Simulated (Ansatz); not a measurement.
## SrCl₂: sound and stiffness along [100], [110] and [111]

The calculation used Ansatz 0.2.0, DFT LDA, scalar-relativistic, plane waves, PAW. Cutoff 420 eV, 6×6×6 k-points (Γ-centred), fixed occupations. No spin polarisation.

The cell is fixed (symmetry leaves no force on the atoms) and stands under 0.1 GPa:
```xyz
3
Lattice="0.0000 3.3965 3.3965 3.3965 0.0000 3.3965 3.3965 3.3965 0.0000" Properties=species:S:1:pos:R:3 pbc="T T T"
Sr    0.0000    0.0000    0.0000
Cl    1.6983    1.6983    1.6983
Cl    5.0948    5.0948    5.0948
```

The cell is the ideal cubic fluorite prototype; whether it is the stable structure of this composition wasn't checked.

With ions relaxed, on the cubic axes: C11 = 82.7, C12 = 25.8, C44 = 11.7 GPa. The density is 3.359 g/cm³. Zone-centre modes weren't checked beside this run.

**Question.** Is the crystal stable against strain, and how anisotropic is it?

**Answer.** Born's conditions hold: C11 + 2C12 = 134.2, C11 − C12 = 56.9 and C44 = 11.7 GPa are all positive. B = (C11 + 2C12)/3 = 44.7 GPa. The two shear moduli are C44 and C′ = (C11 − C12)/2 = 28.4 GPa, so Zener's ratio is A = C44/C′ = 0.41: the shear C44 is the soft one, as in NaCl, KCl, the halide perovskites and the bcc metals V, Nb, Cr and Mo. The Cauchy pressure C12 − C44 is 14.1 GPa; it would vanish for pair forces between atoms on inversion centres at zero pressure, and a positive value is usual with metallic or many-body binding, and where atoms off inversion centres relax under shear, which lowers C44.

**Question.** Give the sound speeds along the three symmetry directions.

**Answer.** The Christoffel equation gives ρv² for each branch:
```
direction branch                    ρv²   GPa v (m/s)
    [100]              L                    C11  82.7     4961
    [100]         T (×2) C44  11.7     1867
    [110]              L   (C11 + C12 + 2C44)/2  65.9     4431
    [110]   T, u ∥ [001]                    C44  11.7     1867
    [110]  T, u ∥ [1-10]          (C11 − C12)/2  28.4     2910
    [111]              L  (C11 + 2C12 + 4C44)/3  60.4     4239
    [111]         T (×2) (C11 − C12 + C44)/3  22.9     2609
```

**Question.** How does Young's modulus depend on direction?

**Answer.** Inverting gives S11 = 14.202, S12 = -3.376, S44 = 85.397 TPa⁻¹. Along a unit vector (l, m, n), 1/E = S11 − 2(S11 − S12 − S44/2)(l²m² + m²n² + n²l²), where the last bracket is 0, 1/4 and 1/3 for [100], [110] and [111]: E = 70, 37 and 32 GPa. With A < 1 the cube edge is stiffest. For a film on (001), the biaxial modulus is C11 + C12 − 2C12²/C11 = 92 GPa and the normal strain is −2C12/C11 = -0.62 times the in-plane one.